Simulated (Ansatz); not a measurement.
A plane-wave DFT run in Ansatz 0.2.0 (scalar-relativistic PAW potentials unless the input names others): input and command.

```yaml
crystal:
  lattice:
    - [4.3757631964, -0.1337930338, -0.0025931888]
    - [-0.0473350527, 9.133475564, -0.0632692367]
    - [1.6057217579, 2.5302319929, 11.6032352603]
  atoms:
    - { symbol: C, position: [0.8589737555, 0.3700121675, 0.2221739121] }
    - { symbol: C, position: [0.5410492593, 0.7081878457, 0.8164165631] }
    - { symbol: C, position: [0.7009383877, 0.2709464542, 0.3200648992] }
    - { symbol: C, position: [0.4281082966, 0.8074407311, 0.7227036942] }
    - { symbol: C, position: [0.5258204697, 0.5392757634, 0.3341261917] }
    - { symbol: C, position: [0.0333893024, 0.4599687114, 0.5838638471] }
    - { symbol: S, position: [0.7382133271, 0.0859042902, 0.3669230209] }
    - { symbol: S, position: [0.1914706021, 0.9466870546, 0.7450431654] }
    - { symbol: S, position: [0.9751808579, 0.8756670311, 0.223316759] }
    - { symbol: S, position: [0.8605531883, 0.0782010096, 0.5627521568] }
    - { symbol: S, position: [0.3197963748, 0.9867700862, 0.1229336897] }
    - { symbol: S, position: [0.59917965, 0.1569106625, 0.6769653909] }
    - { symbol: S, position: [0.153121378, 0.1907662487, 0.0291047421] }
    - { symbol: S, position: [0.2781771846, 0.9495380737, 0.9394510397] }
    - { symbol: S, position: [0.1831265972, 0.3496948759, 0.1253346145] }
    - { symbol: S, position: [0.4762962272, 0.7394254139, 0.9520102034] }
    - { symbol: S, position: [0.7735621696, 0.5570405775, 0.2041028146] }
    - { symbol: S, position: [0.700707583, 0.5507209931, 0.8098318567] }
    - { symbol: S, position: [0.410036815, 0.3438569525, 0.3984306351] }
    - { symbol: S, position: [0.5649533808, 0.8125703595, 0.5848668387] }
    - { symbol: O, position: [0.4561694614, 0.6489602055, 0.3693719274] }
    - { symbol: O, position: [0.7895388918, 0.4667557268, 0.5691459823] }
basis:
  ecutwfc: "51.4 Ry"
kpoints:
  mp_grid: { grid: [6, 4, 4] }
hamiltonian:
  xc: pbesol
scf:
  occupations: { method: fermi_dirac, width: 0.0259 }
output:
  forces: true
  eigenvalues: true
  stress: true
```

```bash
ansatz run input.yaml --threads 4 --pin off --max-ram 9216MiB --backend cpu --events-out ev --progress --plain --runs-dir out
```

Abridged log:
```
Basis set: ecut = 699.33262652 eV, 19547 PW (Γ), exchange–correlation on 80×160×216 points (8 copies of the dense FFT grid, shifted against one another)
Bands: 82, of which v1, the nominal top of the filled ones, is band 60 counted from 1 (59 counted from 0)
Symmetry: 1 space group operations
k-points: 52 of 96 (time reversal used)
SCF iter   1: F=—  HF=-14980.072936 eV  |F-HF|=—  |Δ(HF+E_count)|=         —  Δρ=9.71e-3  dr2=1.24e0  ethr=1.77e-3  ⟨swp⟩=6.0  Hψ=18967  notcnv=0  defer=280
SCF iter   2: F=—  HF=-14979.886404 eV  |F-HF|=—  |Δ(HF+E_count)|=   1.87e-1  Δρ=5.32e-3  dr2=1.68e-1  ethr=1.04e-3  ⟨swp⟩=2.5  Hψ=6672  notcnv=0  defer=722
SCF iter   3: F=—  HF=-14979.864013 eV  |F-HF|=—  |Δ(HF+E_count)|=   2.24e-2  Δρ=2.26e-3  dr2=3.86e-2  ethr=1.40e-4  ⟨swp⟩=2.1  Hψ=7069  notcnv=0  defer=150
automatic band count: iteration 3 solves 71 bands in place of 82: the levels show a gap, and the empty bands left out lie too high to hold charge; the band table lists the bands solved (type scf.n_extra_bands for more)
SCF iter   4: F=—  HF=-14979.860522 eV  |F-HF|=—  |Δ(HF+E_count)|=   3.49e-3  Δρ=1.17e-3  dr2=1.15e-2  ethr=3.22e-5  ⟨swp⟩=3.0  Hψ=5887  notcnv=0  defer=150
SCF iter   5: F=—  HF=-14979.859031 eV  |F-HF|=—  |Δ(HF+E_count)|=   1.49e-3  Δρ=3.05e-4  dr2=8.33e-4  ethr=9.60e-6  ⟨swp⟩=2.7  Hψ=6140  notcnv=0  defer=150
SCF iter   6: F=—  HF=-14979.859249 eV  |F-HF|=—  |Δ(HF+E_count)|=   2.18e-4  Δρ=1.54e-4  dr2=1.71e-4  ethr=6.94e-7  ⟨swp⟩=2.0  Hψ=5701  notcnv=0  defer=150
SCF iter   7: F=—  HF=-14979.859318 eV  |F-HF|=—  |Δ(HF+E_count)|=   6.95e-5  Δρ=7.99e-5  dr2=3.95e-5  ethr=1.43e-7  ⟨swp⟩=2.0  Hψ=6661  notcnv=0  defer=150
SCF iter   8: F=—  HF=-14979.859420 eV  |F-HF|=—  |Δ(HF+E_count)|=   1.02e-4  Δρ=3.01e-5  dr2=5.63e-6  ethr=3.29e-8  ⟨swp⟩=2.0  Hψ=6812  notcnv=0  defer=150
SCF iter   9: F=—  HF=-14979.859424 eV  |F-HF|=—  |Δ(HF+E_count)|=   3.87e-6  Δρ=9.83e-6  dr2=7.69e-7  ethr=4.69e-9  ⟨swp⟩=2.0  Hψ=6610  notcnv=0  defer=150
SCF iter  10: F=—  HF=-14979.859425 eV  |F-HF|=—  |Δ(HF+E_count)|=   9.54e-7  Δρ=5.23e-6  dr2=2.78e-7  ethr=6.41e-10  ⟨swp⟩=2.0  Hψ=5668  notcnv=0  defer=150
SCF iter  11: F=-14979.859425 eV  HF=-14979.859425 eV  |F-HF|=2.39e-8  |Δ(HF+E_count)|=   1.14e-7  Δρ=3.42e-6  dr2=9.69e-8  ethr=8.33e-11  ⟨swp⟩=9.3  Hψ=17892  notcnv=0
SCF 1 converged in 11 iterations: F = -14979.859425 eV  dr2 = 9.69e-8
SCF converged after 11 iterations
Free energy (F): -14979.859425 eV
Harris-Foulkes:  -14979.859425 eV  (|F-HF|=2.39e-8)
Internal energy: -14979.859334 eV  (E = F + TS)
E sigma→0 (E₀):  -14979.859379 eV
Entropy (-TS):   -0.000091 eV (-0.004 meV/atom)
Fermi energy:    3.511938 eV
--- Forces (eV/Å), atoms counted from 1 ---
  atom   1  C     -0.30558519    -0.68473971     0.77407366
  atom   2  C     -0.54108558     0.12655958     0.22342344
  atom   3  C      0.22803558     0.45405139    -1.63239461
  atom   4  C     -0.13346248     0.39880599    -0.87722217
  atom   5  C      0.18584473    -0.30092876     0.06590971
  atom   6  C      3.50700878    -0.05527059     0.56403878
  atom   7  S      0.44429880    -0.04793704     0.42852310
  atom   8  S      0.66906340    -0.21681138    -0.00315206
  atom   9  S     -0.34375625    -0.32947012     0.46937066
  atom  10  S     -0.64461499    -0.53184344    -0.35713934
  atom  11  S      0.52814239     0.15187315     0.32881963
  atom  12  S     -0.29916444    -0.66174754    -0.22301299
  atom  13  S     -0.48540042     0.55250517    -0.12857612
  atom  14  S     -0.24226259    -0.05452423    -0.00489828
  atom  15  S      0.27602217     0.04609134     0.16588353
  atom  16  S      0.02649253     0.47524930     0.55453254
  atom  17  S      0.27582052    -0.68088252    -0.48015404
  atom  18  S      0.36621313    -0.49889681     0.09820054
  atom  19  S      0.05138112     0.88636082     0.01298531
  atom  20  S      0.32740039     0.25739199     0.23055762
  atom  21  O     -0.59516928     0.38307516     0.58449448
  atom  22  O     -3.29514848     0.33094223    -0.79427818
--- Stress (GPa, compression-positive) ---
        1.930814      -0.914116       0.769137
       -0.914117       1.344536       0.520982
        0.769137       0.520982       2.271462
  P = ⅓ Tr σ = 1.8489 GPa (18.489 kbar)
```

Apart from outputs and empty bands, the input differs from a reference run on usual settings in basis.ecutwfc: 420 → "51.4 Ry". The reference, at the same geometry (not necessarily relaxed), gave pressure 1.86 GPa, largest force 3.589 eV/Å, gap on the mesh 0.35 eV. This run converged in 11 SCF iterations (reference: 11) with an energy at zero smearing 2.05 meV/atom below the reference's, pressure 1.85 GPa, largest force 3.553 eV/Å, gap on the mesh 0.35 eV.

The run took 2.4 min on 4 threads of Arm Neoverse V1, with other jobs on the host, peak memory 3.5 GiB.